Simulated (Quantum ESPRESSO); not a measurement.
# PSi2BC4: one run as intended and one with a planted mistake

A calculation, not a measurement. The program is pw.x of Quantum ESPRESSO 7.5 (plane-wave density functional theory). The cell is made up: 8 atoms on a zincblende/diamond lattice, with randomly drawn elements, strain and displacements, not relaxed. PseudoDojo standard norm-conserving files (v0.5 for PBE, v0.4.1 for LDA and PBEsol) set the functional; there is no spin polarisation, spin-orbit coupling or dispersion term, and the masses in the input are unused placeholders.

Intended input:

```
&control calculation='scf', pseudo_dir='./dojo.nc.sr.pbe.v0_5.standard.upf', outdir='./o', disk_io='medium', tprnfor=.true., tstress=.true. /
&system ibrav=0, nat=8, ntyp=4, nbnd=22, ecutwfc=82.02448710, nosym=.true., tot_charge=0,
 occupations='smearing', smearing='fd', degauss=0.0018374661
/
&electrons conv_thr=7.350e-09, electron_maxstep=60, /
ATOMIC_SPECIES
B 1.0 B.upf
C 1.0 C.upf
P 1.0 P.upf
Si 1.0 Si.upf
CELL_PARAMETERS angstrom
4.3243 -0.029 -0.0079
-0.029 4.2939 0.0375
-0.0079 0.0375 4.3318
ATOMIC_POSITIONS angstrom
P 0.0678 0.0334 -0.1123
Si 0.0159 2.1808 2.0766
Si 2.1459 -0.0157 2.1343
B 2.1916 2.0852 -0.1149
C 1.1158 1.0245 1.011
C 1.0706 3.22 3.4961
C 3.429 1.1316 3.371
C 3.1839 3.1357 1.1063
K_POINTS automatic
4 4 4 1 1 1
```

The log is shortened where brackets say so; the opening notice, blank lines, dates and the lines on written files are dropped, and the path of the files is cut. It prints rydbergs, bohrs and kilobars, and counts compression as positive stress.

Log of the intended run:

```
     Program PWSCF v.7.5
     Parallel version (MPI & OpenMP), running on       1 processor cores
     Number of MPI processes:                 1
     Threads/MPI process:                     1
     [start-up lines left out]
     bravais-lattice index     =            0
     lattice parameter (alat)  =       8.1719  a.u.
     unit-cell volume          =     542.7238 (a.u.)^3
     number of atoms/cell      =            8
     number of atomic types    =            4
     number of electrons       =        32.00
     number of Kohn-Sham states=           22
     kinetic-energy cutoff     =      82.0245  Ry
     charge density cutoff     =     328.0979  Ry
     scf convergence threshold =      7.3E-09
     mixing beta               =       0.7000
     number of iterations used =            8  plain     mixing
     Exchange-correlation= PBE
                           (   1   4   3   4   0   0   0)
     [axes and pseudopotential details left out]
   Cartesian axes
     site n.     atom                  positions (alat units)
         1        P      tau(   1) = (   0.0156785   0.0077236  -0.0259689  )
         2        Si     tau(   2) = (   0.0036768   0.5043007   0.4802049  )
         3        Si     tau(   3) = (   0.4962302  -0.0036306   0.4935477  )
         4        B      tau(   4) = (   0.5067981   0.4821936  -0.0265701  )
         5        C      tau(   5) = (   0.2580240   0.2369112   0.2337894  )
         6        C      tau(   6) = (   0.2475717   0.7446112   0.8084581  )
         7        C      tau(   7) = (   0.7929416   0.2616777   0.7795293  )
         8        C      tau(   8) = (   0.7362632   0.7251172   0.2558271  )
     number of k points=    32  Fermi-Dirac smearing, width (Ry)=  0.0018
                       cart. coord. in units 2pi/alat
        k(    1) = (   0.1260721   0.1256572   0.1239287), wk =   0.0625000
        k(    2) = (   0.1265135   0.1234804   0.3735215), wk =   0.0625000
     [further k points left out]
     Dense  grid:    54523 G-vectors     FFT dimensions: (  48,  48,  48)
     Estimated max dynamical RAM per process >      62.38 MB
     Initial potential from superposition of free atoms
     starting charge      31.9982, renormalised to      32.0000
     Starting wfcs are   32 randomized atomic wfcs
     total cpu time spent up to now is        4.5 secs
     per-process dynamical memory:    48.8 Mb
     Self-consistent Calculation
     iteration #  1     ecut=    82.02 Ry     beta= 0.70
     Davidson diagonalization with overlap
     ethr =  1.00E-02,  avg # of iterations =  3.4
     total cpu time spent up to now is       13.3 secs
     total energy              =     -84.22626871 Ry
     estimated scf accuracy    <       1.35407828 Ry
     iteration #  2     ecut=    82.02 Ry     beta= 0.70
     Davidson diagonalization with overlap
     ethr =  4.23E-03,  avg # of iterations =  2.0
     total cpu time spent up to now is       19.9 secs
     total energy              =     -84.63219096 Ry
     estimated scf accuracy    <       0.58362710 Ry
     [iterations 3 to 9 left out]
     iteration # 10     ecut=    82.02 Ry     beta= 0.70
     Davidson diagonalization with overlap
     ethr =  2.49E-10,  avg # of iterations =  3.8
     total cpu time spent up to now is       79.1 secs
     total energy              =     -84.72417912 Ry
     estimated scf accuracy    <       0.00000002 Ry
     iteration # 11     ecut=    82.02 Ry     beta= 0.70
     Davidson diagonalization with overlap
     ethr =  6.27E-11,  avg # of iterations =  2.0
     total cpu time spent up to now is       85.4 secs
     End of self-consistent calculation
     [lines on levels left out]
!    total energy              =     -84.72417912 Ry
     estimated scf accuracy    <          1.5E-09 Ry
     smearing contrib. (-TS)   =      -0.00000000 Ry
     internal energy E=F+TS    =     -84.72417912 Ry
     The total energy is F=E-TS. E is the sum of the following terms:
     one-electron contribution =      20.35059704 Ry
     hartree contribution      =       9.51603060 Ry
     xc contribution           =     -30.00922877 Ry
     ewald contribution        =     -84.58157800 Ry
     convergence has been achieved in  11 iterations
     Forces acting on atoms (cartesian axes, Ry/au):
     atom    1 type  3   force =    -0.00819859   -0.06633364    0.18241991
     atom    2 type  4   force =     0.04037695   -0.02116451    0.06837956
     atom    3 type  4   force =     0.04939120   -0.01670440    0.04963401
     atom    4 type  1   force =     0.01227682    0.01642847    0.11042347
     atom    5 type  2   force =     0.01735960    0.05409405   -0.02906250
     atom    6 type  2   force =     0.07449049   -0.03982914   -0.16550396
     atom    7 type  2   force =    -0.16814289    0.03354546   -0.12078188
     atom    8 type  2   force =    -0.01755358    0.03996370   -0.09550862
     Total force =     0.394849     Total SCF correction =     0.000033
     Computing stress (Cartesian axis) and pressure
          total   stress  (Ry/bohr**3)                   (kbar)     P=     -108.54
  -0.00084388  -0.00013011   0.00026437         -124.14      -19.14       38.89
  -0.00013011  -0.00057268  -0.00038710          -19.14      -84.24      -56.94
   0.00026437  -0.00038710  -0.00079686           38.89      -56.94     -117.22
     init_run     :      4.24s CPU      4.42s WALL (       1 calls)
     electrons    :     74.19s CPU     80.86s WALL (       1 calls)
     forces       :      1.17s CPU      1.19s WALL (       1 calls)
     stress       :      4.49s CPU      4.54s WALL (       1 calls)
     [timing details left out]
     PWSCF        :   1m24.20s CPU   1m31.21s WALL
     JOB DONE.
```

A second run has one planted mistake: the k-point mesh is too coarse. The input lines that differ, file-writing options aside:

```
- 4 4 4 1 1 1
+ 2 2 2 1 1 1
```

Its log:

```
     Program PWSCF v.7.5
     Parallel version (MPI & OpenMP), running on       1 processor cores
     Number of MPI processes:                 1
     Threads/MPI process:                     1
     [start-up lines left out]
     bravais-lattice index     =            0
     lattice parameter (alat)  =       8.1719  a.u.
     unit-cell volume          =     542.7238 (a.u.)^3
     number of atoms/cell      =            8
     number of atomic types    =            4
     number of electrons       =        32.00
     number of Kohn-Sham states=           22
     kinetic-energy cutoff     =      82.0245  Ry
     charge density cutoff     =     328.0979  Ry
     scf convergence threshold =      7.3E-09
     mixing beta               =       0.7000
     number of iterations used =            8  plain     mixing
     Exchange-correlation= PBE
                           (   1   4   3   4   0   0   0)
     [axes and pseudopotential details left out]
   Cartesian axes
     site n.     atom                  positions (alat units)
         1        P      tau(   1) = (   0.0156785   0.0077236  -0.0259689  )
         2        Si     tau(   2) = (   0.0036768   0.5043007   0.4802049  )
         3        Si     tau(   3) = (   0.4962302  -0.0036306   0.4935477  )
         4        B      tau(   4) = (   0.5067981   0.4821936  -0.0265701  )
         5        C      tau(   5) = (   0.2580240   0.2369112   0.2337894  )
         6        C      tau(   6) = (   0.2475717   0.7446112   0.8084581  )
         7        C      tau(   7) = (   0.7929416   0.2616777   0.7795293  )
         8        C      tau(   8) = (   0.7362632   0.7251172   0.2558271  )
     number of k points=     4  Fermi-Dirac smearing, width (Ry)=  0.0018
                       cart. coord. in units 2pi/alat
        k(    1) = (   0.2521442   0.2513143   0.2478574), wk =   0.5000000
        k(    2) = (   0.2512615   0.2556679  -0.2513282), wk =   0.5000000
     [further k points left out]
     Dense  grid:    54523 G-vectors     FFT dimensions: (  48,  48,  48)
     Estimated max dynamical RAM per process >      62.38 MB
     Initial potential from superposition of free atoms
     starting charge      31.9982, renormalised to      32.0000
     Starting wfcs are   32 randomized atomic wfcs
     total cpu time spent up to now is        1.6 secs
     per-process dynamical memory:    48.0 Mb
     Self-consistent Calculation
     iteration #  1     ecut=    82.02 Ry     beta= 0.70
     Davidson diagonalization with overlap
     ethr =  1.00E-02,  avg # of iterations =  3.0
     total cpu time spent up to now is        2.4 secs
     total energy              =     -84.17717259 Ry
     estimated scf accuracy    <       1.39878554 Ry
     iteration #  2     ecut=    82.02 Ry     beta= 0.70
     Davidson diagonalization with overlap
     ethr =  4.37E-03,  avg # of iterations =  2.0
     total cpu time spent up to now is        3.2 secs
     total energy              =     -84.59620981 Ry
     estimated scf accuracy    <       0.58842650 Ry
     [iterations 3 to 9 left out]
     iteration # 10     ecut=    82.02 Ry     beta= 0.70
     Davidson diagonalization with overlap
     ethr =  4.36E-10,  avg # of iterations =  4.0
     total cpu time spent up to now is       10.0 secs
     total energy              =     -84.68858986 Ry
     estimated scf accuracy    <       0.00000003 Ry
     iteration # 11     ecut=    82.02 Ry     beta= 0.70
     Davidson diagonalization with overlap
     ethr =  1.02E-10,  avg # of iterations =  2.0
     total cpu time spent up to now is       10.6 secs
     End of self-consistent calculation
     [lines on levels left out]
!    total energy              =     -84.68858986 Ry
     estimated scf accuracy    <          6.7E-09 Ry
     smearing contrib. (-TS)   =       0.00000000 Ry
     internal energy E=F+TS    =     -84.68858986 Ry
     The total energy is F=E-TS. E is the sum of the following terms:
     one-electron contribution =      20.32777929 Ry
     hartree contribution      =       9.60510701 Ry
     xc contribution           =     -30.03989816 Ry
     ewald contribution        =     -84.58157800 Ry
     convergence has been achieved in  11 iterations
     Forces acting on atoms (cartesian axes, Ry/au):
     atom    1 type  3   force =    -0.00723425   -0.06538669    0.18451639
     atom    2 type  4   force =     0.03762656   -0.02247523    0.07049025
     atom    3 type  4   force =     0.04985604   -0.01779585    0.04840632
     atom    4 type  1   force =     0.01226067    0.01778497    0.11446041
     atom    5 type  2   force =     0.01400414    0.05000426   -0.02999528
     atom    6 type  2   force =     0.07160710   -0.03375027   -0.16949135
     atom    7 type  2   force =    -0.16334398    0.02903768   -0.12322239
     atom    8 type  2   force =    -0.01477628    0.04258114   -0.09516436
     Total force =     0.395428     Total SCF correction =     0.000051
     Computing stress (Cartesian axis) and pressure
          total   stress  (Ry/bohr**3)                   (kbar)     P=     -105.76
  -0.00082575  -0.00009521   0.00025615         -121.47      -14.01       37.68
  -0.00009521  -0.00055211  -0.00038027          -14.01      -81.22      -55.94
   0.00025615  -0.00038027  -0.00077894           37.68      -55.94     -114.59
     init_run     :      1.42s CPU      1.48s WALL (       1 calls)
     electrons    :      8.49s CPU      9.00s WALL (       1 calls)
     forces       :      0.18s CPU      0.19s WALL (       1 calls)
     stress       :      0.59s CPU      0.62s WALL (       1 calls)
     [timing details left out]
     PWSCF        :     10.77s CPU     11.41s WALL
     JOB DONE.
```

```
                                            intended run  run with the mistake
                          free energy (eV)     -1152.731             -1152.247
                    smearing term -TS (eV)        0.0000                0.0000
                            pressure (GPa)        -10.85                -10.58
            largest force component (eV/Å)         4.690                 4.744
largest change of a force component (eV/Å)                               0.156
                                iterations            11                    11
```

For scale, a rerun of the intended cell at 1347 eV and a 6 x 6 x 6 mesh moved values by no more than 0.007 eV in energy, 0.07 GPa in stress and 0.007 eV/Å in force.